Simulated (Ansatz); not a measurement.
Cu Kα1 powder pattern (kinematic, no thermal factors).
```
2θ (°)  relative intensity
 13.95                   4
 15.21                  11
 20.70                   9
 26.51                 100
 28.12                  61
 30.08                  97
 32.12                   2
 33.87                   3
 39.03                  38
 41.00                   1
 43.52                   3
 45.62                   1
 46.80                  76
 50.46                   1
 51.00                  76
 53.54                   1
 54.59                  12
 55.49                  50
 56.64                  16
 57.02                   1
 58.14                   2
 59.01                   1
 60.72                   1
 62.52                   9
 64.99                   2
 71.71                  26
 74.69                   9
 76.43                  12
 77.73                   3
 80.96                  18
 81.60                   8
 86.92                  12
```

The pattern is computed from a structure relaxed with DFT PBE, scalar-relativistic, plane waves, PAW in Ansatz 0.2.0. No spin polarisation. Its elements are Mg, S, Zn.

Task: Give the structure.

Result: MgZn₅S₆.
Space group P31m (No. 157). a = 6.719 Å, b = 6.719 Å, c = 6.341 Å, α = 90.00°, β = 90.00°, γ = 120.00°
```
atom  site  symmetry       x       y       z
  Mg    1a       3.m  0.0000  0.0000  0.5039
  Zn    3c       ..m  0.3368  0.3368  0.0052
  Zn    2b       3.. 0.6667  0.3333  0.5048
   S    3c       ..m  0.3443  0.3443  0.3773
   S    2b       3.. 0.6667  0.3333  0.8782
   S    1a       3.m  0.0000  0.0000  0.8927
```

A pattern alone doesn't exclude other cells with like lines; this is the one computed.

The cell was found from a structure generator's guess, not taken from experiment.
